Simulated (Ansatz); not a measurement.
CdS:
```cif
data_Cd2S2
_chemical_formula_sum 'Cd2 S2'
_space_group_name_H-M_alt 'P 1'
_space_group_IT_number 1
_cell_length_a 4.07387
_cell_length_b 4.07387
_cell_length_c 6.63852
_cell_angle_alpha 90.000
_cell_angle_beta 90.000
_cell_angle_gamma 120.000
loop_
_space_group_symop_operation_xyz
  'x, y, z'
loop_
_atom_site_label
_atom_site_type_symbol
_atom_site_fract_x
_atom_site_fract_y
_atom_site_fract_z
_atom_site_occupancy
Cd1 Cd 0.66667 0.33333 0.50047 1
Cd2 Cd 0.33333 0.66667 0.00047 1
S1 S 0.66667 0.33333 0.87653 1
S2 S 0.33333 0.66667 0.37653 1
```

Relaxed with LDA.

Problem. Decompose the optical modes at the zone centre into irreducible representations, and say which are infrared and Raman allowed.

Solution. Point group 6mm: Γ_opt = A1 + 2B1 + E1 + 2E2. Infrared: A1, E1. Raman: A1, E1, E2.

Problem. Assign frequencies (DFPT, LDA (plane waves, PAW; program Ansatz); without the LO–TO term).

Solution. E2 42, B1 137, A1 241, E1 248, E2 261, B1 307 cm⁻¹.

Subscripts of B labels follow the axes of the standard setting.

Space group P6_3mc (wurtzite). The LDA relaxation kept the symmetry of its start.

Potentials: the earlier of the program's two PAW sets. The files were generated under PBE; for other functionals the program regenerates the frozen cores, and for LDA and PBEsol the local potential too.
